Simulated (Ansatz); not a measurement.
SrHfO3:
```yaml
crystal:
  lattice:
    - [4.09880, 0.00000, 0.00000]
    - [0.00000, 4.09880, 0.00000]
    - [0.00000, 0.00000, 4.13292]
  atoms:
    - { symbol: Sr, position: [0.50000, 0.50000, 0.53553] }
    - { symbol: Hf, position: [0.00000, 0.00000, 0.99769] }
    - { symbol: O, position: [0.50000, 0.00000, 0.96316] }
    - { symbol: O, position: [0.00000, 0.50000, 0.96316] }
    - { symbol: O, position: [0.00000, 0.00000, 0.48447] }
```

Tensor components refer to the Cartesian frame of this cell.

Question: Give the proper piezoelectric stress tensor with relaxed ions from plane-wave PAW PBEsol (Ansatz code).

Answer: In C/m², rows x, y, z, Voigt columns; mesh uncertainty up to 0.02.
```
 0.00   0.00   0.00   0.00   6.31   0.00
 0.00   0.00   0.00   6.31   0.00   0.00
-0.67  -0.67   5.96   0.00   0.00   0.00
```

The elastic tensor of the same run (GPa):

```
 329  80.4  89.5   0.0   0.0   0.0
80.4   329  89.5   0.0   0.0   0.0
89.5  89.5   254   0.0   0.0   0.0
 0.0   0.0   0.0  48.2   0.0   0.0
 0.0   0.0   0.0   0.0  48.2   0.0
 0.0   0.0   0.0   0.0   0.0  81.4
```

Question: Convert to strain constants d = e·S.

Answer: In pC/N:
```
  0.0    0.0    0.0    0.0  130.8    0.0
  0.0    0.0    0.0  130.8    0.0    0.0
 -8.0   -8.0   29.1    0.0    0.0    0.0
```

Space group P4mm. The workflow started from a Materials Project entry (that database holds measured and hypothetical structures alike); the Crystallography Open Database copy checked does not list it. COD files the formula under space group No. 62, 63, 221, so this cell is another polymorph or a model. Whether it is the stable phase at ambient conditions was not checked. The cell was relaxed with PBEsol under the symmetry of its start; its stability against distortions is not shown here. The run is not spin-polarised. Spin–orbit coupling is left out wherever it is not named.

Potentials: the later of the program's two PAW sets.
